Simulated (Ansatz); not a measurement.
# RbLuSe₂: all-electron results

```xyz
4
Lattice="2.0647 1.1921 7.8713 -2.0647 1.1921 7.8713 0.0000 -2.3841 7.8713" Properties=species:S:1:pos:R:3 pbc="T T T"
Rb    0.0000    0.0000    0.0000
Lu    0.0000    0.0000   11.8070
Se    0.0000    0.0000    5.4735
Se    0.0000    0.0000   18.1405
```

Atom numbers follow the list: Rb1, Lu2, Se3, Se4.

The structure is an experimental refinement, used without relaxation.

No spin–orbit coupling, which matters for the heavy atoms here.

All numbers are computed: DFT, PBEsol, all-electron LAPW, scalar-relativistic (Ansatz 0.2.0); DFT, PBEsol, PAW with Ansatz's default frozen-core files, scalar-relativistic (Ansatz 0.2.0).

For LAPW: a Γ-centred 7×7×7 k mesh, Fermi–Dirac smearing of 0.03 eV, basis error target 1 meV/atom, no spin polarisation. PAW takes a cutoff of 420 eV at this cell (files made with PBE, cores remade for this functional). The Ansatz runs share mesh, smearing and spin set-up. Values come from LAPW unless marked.

| Property | Result |
| --- | --- |
| Pressure at this cell | -11.0 kbar |
| Band gap | 1.82 eV, indirect from Γ to F (0.5, 0, 0.5) |
| Stress xx, yy, zz (compression positive) | -1.17, -1.17, -0.96 GPa |
| Largest force | 0.164 eV/Å on Se3 |
| Smallest direct gap on the path | 2.53 eV |
| Löwdin charges (with 0.14 e of the cell spilling out of the atomic basis, so their sizes and signs hang on that basis) | Rb1 0.75, Lu2 0.57, Se3 -0.59 e |
| Bader charges (from the PAW run) | Rb1 +0.76, Lu2 +1.82, Se3 -1.29 e |
| Volume per atom | 29.06 Å³ |
